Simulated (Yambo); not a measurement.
Yambo run on ZnTe (zinc blende, space group F-43m, No. 216). The wavefunctions are PBE (stringent potentials; Quantum ESPRESSO, PseudoDojo norm-conserving, 107 Ry, scalar-relativistic) ones on a 4×4×4 mesh (22 occupied bands); a = b = c = 4.288 Å, α = β = γ = 60.00°.

Yambo input:

```
rim_cut
gw0
dyson
el_el_corr
HF_and_locXC
ppa
em1d
RandQpts= 1000000
RandGvec= 1 Ry
EXXRLvcs= 106.6 Ry
VXCRLvcs= 426.4 Ry
Chimod= "HARTREE"
% BndsRnXp
 9 | 257 |
%
NGsBlkXp= 9 Ry
% LongDrXp
 1.0 | 1.0 | 1.0 |
%
PPAPntXp= 27.2114 eV
% GbndRnge
 1 | 257 |
%
GTermKind= "BG"
DysSolver= "n"
ExtendOut
% QPkrange
 1 | 1 | 22 | 23 |
%
```

k points by index: 1 = Γ.

Resulting energies as the program prints them:

```
#    K-point    Band    Eo [eV]    E [eV]    E-Eo [eV]    Vxc [eV]    Vnlxc [eV]    Sc|Eo [eV]    Sc|E [eV]    dSc/dw|Eo [eV]    Re(Z)    Im(Z)
#
    1    22    0.000000    -0.709098    -0.709098    -15.24199    -17.27603    1.147691    1.324944    -6.801194    0.800037    -0.001334
    1    23    1.336526    1.472378    0.135852    -13.05554    -8.926716    -3.960536    -3.992968    -6.491137    0.807397    -0.001304
```
(The two width columns are left out.) Convergence of these settings isn't established.

Spin-orbit coupling is not included.

Geometry relaxed with PBEsol.
